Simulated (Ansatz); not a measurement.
Crystals of one structure type (Cu3Au type) and one family of elements, relaxed and computed with plane-wave PAW LDA (Ansatz code).

| crystal | V (Å³/atom) | K_Hill (GPa) |
|---|---|---|
| TiRh3 | 13.40 | 278 |
| HfRh3 | 14.43 | 264 |
| ZrRh3 | 14.56 | 255 |
| ZrIr3 | 14.95 | ? |

Q: Fit a straight line to ln K against ln V and predict the withheld value.

A: Least squares on the 3 shown rows: ln K = -0.91 × ln V + (7.991), with a scatter of 1 %. For ZrIr3 this gives 252. The run itself gave 313, outside the scatter: the line misses something about this case.

Standing as an ambient phase not checked: TiRh3, Cu3Au type; HfRh3, Cu3Au type; ZrRh3, Cu3Au type; ZrIr3, Cu3Au type. All cells were relaxed under the symmetry of their starts (and spin orders); stability against distortions was not tested throughout. Rows with no word on spin ran without spin polarisation. Spin–orbit coupling is left out wherever it is not named.

Potentials: the later of the program's two PAW sets.
